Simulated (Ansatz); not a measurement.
The relaxed structure here is a generated cell of ZrS2: the first start was made by placing the elements on the sites of a structure type, and the end was not matched to a known phase here, so it may be hypothetical. Known forms of ZrS2 include space group No. 164.

The end point of a relaxation of ZrS2. Space group I4₁/amd (No. 141), anatase type. All values below come from r2SCAN (plane waves to 500 eV, PAW, scalar-relativistic; Ansatz, a program for electronic structure).

```xyz
6
Lattice="-2.5406 2.5406 5.6019 2.5406 -2.5406 5.6019 2.5406 2.5406 -5.6019" Properties=species:S:1:pos:R:3 pbc="T T T"
Zr     0.0000     0.0000     5.6019
Zr     2.5406     0.0000     2.8009
S      0.0000     0.0000     8.1446
S      2.5406     0.0000     0.2582
S      0.0000     0.0000     3.0592
S      2.5406     0.0000     5.3437
```

Problem. What is the computed band gap (r2SCAN)?

Solution. 0.66 eV, indirect (valence top at X, conduction bottom at Γ) (no spin-orbit coupling).

Problem. What smallest direct gap does r2SCAN give?

Solution. 1.18 eV at Γ.

No spin polarisation in the result.

The run could not lose the symmetry of its start, so the end can be a saddle point.
